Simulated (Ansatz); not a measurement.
Here is an unrelaxed guess for TiPd₂S₃.

```
CELL_PARAMETERS angstrom
6.02646 0.00000 0.00000
-3.01323 5.21907 0.00000
0.00000 0.00000 3.45223
ATOMIC_POSITIONS crystal
Ti 0.00000 0.00000 0.00000
Pd 0.33333 0.66667 0.00000
Pd 0.66667 0.33333 0.00000
S 0.50000 0.00000 0.50000
S 0.50000 0.50000 0.50000
S 0.00000 0.50000 0.50000
```

Computed with DFT PBE, scalar-relativistic, plane waves, PAW in Ansatz. Cutoff 420 eV; k points 3×3×6 on the computed 6-atom cell (Γ-centred); Gaussian smearing, width 0.10 eV; collinear spin from starting moments 1.0 0.0 0.0 0.0 0.0 0.0 μB.

The zero of energy is the elements' standard structures at the same level; no fitted shifts are applied.

**Question.** Estimate its pressure, forces and energy as it stands.

**Answer.** The pressure is 2.4 GPa (the mean over three directions, positive in compression), the largest force is 0.00 eV/Å (symmetry fixes the atoms), and the energy is +0.28 eV/atom against the elements. The shortest distance is 2.45 Å.

**Question.** Is it a good guess?

**Answer.** A good one: relaxing gains under 0.1 eV/atom (the start's value is from the coarse mesh, so the gain is rough) in 6 ionic steps and ends at +0.29 eV/atom on the finer mesh. The symmetry stays P6/mmm (No. 191). The volume per atom grows by 0.6 %, from 18.1 to 18.2 Å³. The shortest distance goes from 2.45 Å (Pd–S) to 2.49 Å (Pd–S). Conventional cell: a = 5.893 Å, c = 3.633 Å. Around Ti lie 6 Pd at 3.40 Å, 12 S at 3.46 Å and 2 Ti at 3.63 Å; Pd has 6 S at 2.49 Å, 3 Ti at 3.40 Å and 3 Pd at 3.40 Å; around S lie 4 Pd at 2.49 Å, 4 S at 2.95 Å and 4 Ti at 3.46 Å.

The last run used collinear spin, a 6×6×12 mesh (in the run's order of axes) for its 6-atom cell and Gaussian smearing of 0.10 eV. The reference form of S is held partly by dispersion forces, which this level lacks. Another magnetic order may lie lower. The relaxation can't lower the symmetry of the start, and the grade says only how near the guess is to its own end. A structure relaxed within its symmetry needn't be a true minimum.
